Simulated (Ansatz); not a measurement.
Input and command of a calculation in Ansatz (plane waves; scalar-relativistic PAW potentials unless the input names others):

```yaml
crystal:
  lattice:
    - [2.9467716929, 0.0017636779, 0.0]
    - [-1.4717994079, 2.6440562879, 0.0]
    - [0.0, 0.0, 13.7117812016]
  atoms:
    - { symbol: Ti, position: [0.332282887, 0.6643965271, 0.0836113051] }
    - { symbol: Ti, position: [0.667717113, 0.3356034729, 0.5836113051] }
    - { symbol: Ti, position: [0.667717113, 0.3356034729, 0.9163886949] }
    - { symbol: Ti, position: [0.332282887, 0.6643965271, 0.4163886949] }
    - { symbol: Al, position: [0.3399211796, 0.6808135948, 0.75] }
    - { symbol: Al, position: [0.6600788204, 0.3191864052, 0.25] }
    - { symbol: C, position: [0.0, 0.0, 0.0] }
    - { symbol: C, position: [0.0, 0.0, 0.5] }
basis:
  ecutwfc: "50 eV"
kpoints:
  mp_grid: { grid: [12, 12, 4] }
hamiltonian:
  xc: pbesol
scf:
  occupations: { method: gaussian, width: 0.1 }
  max_iter: 100
output:
  forces: true
  eigenvalues: true
  stress: true
```

```bash
ansatz run input.yaml --threads 2 --pin off --max-ram 5120MiB --backend cpu --events-out ev --progress --plain --runs-dir out
```

Abridged log:
```
Basis set: ecut = 50 eV, 81 PW (Γ), exchange–correlation on 16×16×64 points (8 copies of the dense FFT grid, shifted against one another)
Bands: 39, of which v1, the nominal top of the filled ones, is band 31 counted from 1 (30 counted from 0)
Symmetry: 4 space group operations
k-points: 222 of 576
SCF iter   1: F=—  HF=-10769.437054 eV  |F-HF|=—  |Δ(HF+E_count)|=         —  Δρ=8.14e-1  dr2=7.28e2  ethr=1.77e-3  ⟨swp⟩=1.0  Hψ=19042  notcnv=0
SCF iter   2: F=—  HF=-10482.356055 eV  |F-HF|=—  |Δ(HF+E_count)|=    2.87e2  Δρ=5.37e-1  dr2=3.25e2  ethr=1.77e-3  ⟨swp⟩=3.0  Hψ=19592  notcnv=0  defer=532
SCF iter   3: F=—  HF=-10239.371032 eV  |F-HF|=—  |Δ(HF+E_count)|=    2.43e2  Δρ=8.59e-2  dr2=1.61e1  ethr=1.77e-3  ⟨swp⟩=4.9  Hψ=23534  notcnv=0  defer=542
SCF iter   4: F=—  HF=-10232.589381 eV  |F-HF|=—  |Δ(HF+E_count)|=    6.78e0  Δρ=2.43e-2  dr2=8.94e-1  ethr=1.77e-3  ⟨swp⟩=4.9  Hψ=21354  notcnv=0  defer=495
SCF iter   5: F=—  HF=-10232.273726 eV  |F-HF|=—  |Δ(HF+E_count)|=   3.16e-1  Δρ=3.51e-3  dr2=2.21e-2  ethr=1.44e-3  ⟨swp⟩=3.1  Hψ=12138  notcnv=0  defer=500
SCF iter   6: F=—  HF=-10232.267609 eV  |F-HF|=—  |Δ(HF+E_count)|=   6.12e-3  Δρ=6.24e-4  dr2=6.44e-4  ethr=3.56e-5  ⟨swp⟩=2.2  Hψ=10915  notcnv=0  defer=500
SCF iter   7: F=—  HF=-10232.267336 eV  |F-HF|=—  |Δ(HF+E_count)|=   2.72e-4  Δρ=1.10e-4  dr2=1.45e-5  ethr=1.04e-6  ⟨swp⟩=2.1  Hψ=11152  notcnv=0  defer=497
SCF iter   8: F=—  HF=-10232.417730 eV  |F-HF|=—  |Δ(HF+E_count)|=   1.50e-1  Δρ=1.80e-4  dr2=3.55e-5  ethr=2.34e-8  ⟨swp⟩=3.2  Hψ=18720  notcnv=0  defer=497
SCF iter   9: F=—  HF=-10232.417726 eV  |F-HF|=—  |Δ(HF+E_count)|=   3.46e-6  Δρ=1.55e-4  dr2=2.63e-5  ethr=2.34e-8  ⟨swp⟩=1.0  Hψ=8215  notcnv=0  defer=496
SCF iter  10: F=-10232.417716 eV  HF=-10232.417716 eV  |F-HF|=1.68e-8  |Δ(HF+E_count)|=   9.83e-6  Δρ=3.99e-6  dr2=2.78e-8  ethr=1.61e-10  ⟨swp⟩=12.9  Hψ=50515  notcnv=0
SCF 1 converged in 10 iterations: F = -10232.417716 eV  dr2 = 2.78e-8
SCF converged after 10 iterations
Free energy (F): -10232.417716 eV
Harris-Foulkes:  -10232.417716 eV  (|F-HF|=1.68e-8)
Internal energy: -10232.392210 eV  (E = F + TS)
E sigma→0 (E₀):  -10232.404963 eV
Entropy (-TS):   -0.025506 eV (-3.188 meV/atom)
Fermi energy:    19.352209 eV
--- Forces (eV/Å), atoms counted from 1 ---
  atom   1  Ti     0.01736831    -0.41219777    -9.99273860
  atom   2  Ti    -0.01736831     0.41219777    -9.99273860
  atom   3  Ti    -0.01736831     0.41219777     9.99273860
  atom   4  Ti     0.01736831    -0.41219777     9.99273860
  atom   5  Al     0.00139536    -0.01197757     0.00000000
  atom   6  Al    -0.00139536     0.01197757     0.00000000
  atom   7  C      0.00000000     0.00000000     0.00000000
  atom   8  C      0.00000000     0.00000000     0.00000000
--- Stress (GPa, compression-positive) ---
    -1508.648886      -0.048015       0.000000
       -0.048015   -1522.179843       0.000000
        0.000000       0.000000   -1510.417778
  P = ⅓ Tr σ = -1513.7488 GPa (-15137.488 kbar)
```

Problem. Find the fault.

Solution. The fault is a cutoff far too low (basis.ecutwfc: 420 → "50 eV", the first being the value of the sound run). Setting it back cures it. The log, from which this was withheld above, says: «Warning: basis.ecutwfc = 50 eV is below the records' recommended 420 eV, and the density's cutoff is lower with it unless basis.ecutrho_ratio is high enough to keep the records' density cutoff: compare with a run at a higher cutoff» The run converged all the same, with an energy at zero smearing 151.5 eV/atom above the reference's, pressure -1513.75 GPa, largest force 10.001 eV/Å, no gap on the mesh, so convergence alone doesn't show that an input is right. A reference run on usual settings, whose relaxation ended at this geometry, converged, and the end of its own relaxation has pressure 3.17 GPa, largest force 0.000 eV/Å, no gap on the mesh (its cell was held, or driven to that pressure on purpose).

The run took 10 s on 2 threads of Intel(R) Xeon(R) Processor @ 2.50GHz (Skylake/Cascade Lake), with other jobs on the host, peak memory 0.4 GiB.